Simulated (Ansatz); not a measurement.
# Electric field gradients in Mg₂SbCl

The calculation used Ansatz 0.2.0, DFT PBEsol, scalar-relativistic, plane waves, PAW. Plane waves to 420 eV; Γ-centred k mesh 12×12×12; Fermi-Dirac smearing of 0.15 eV. No spin polarisation.

Equilibrium structure at this level:
```yaml
crystal:
  lattice:
    - [2.11798, 1.22281, 6.32302]
    - [-2.11798, 1.22281, 6.32302]
    - [0.00000, -2.44563, 6.32302]
  atoms:
    - { symbol: Mg, position: [0.23910, 0.23910, 0.23910] }
    - { symbol: Mg, position: [0.76090, 0.76090, 0.76090] }
    - { symbol: Sb, position: [0.50000, 0.50000, 0.50000] }
    - { symbol: Cl, position: [0.00000, 0.00000, 0.00000] }
```

The cell was built by swapping an element in a database structure (itself possibly hypothetical) and relaxing; it need not be the stable form of this composition. In a metal these results depend on the k mesh and the smearing. A semilocal functional can close a gap that the real compound has. Spin–orbit coupling is left out, which matters for gradients at heavy nuclei.

Q: Give V_zz (10²¹ V/m²) and the asymmetry η at each distinct site.

A:
```
       atom V_zz     η
Mg (atom 1)   1.57  0.00
Sb (atom 3)   4.94  0.00
Cl (atom 4)  -4.12  0.00
```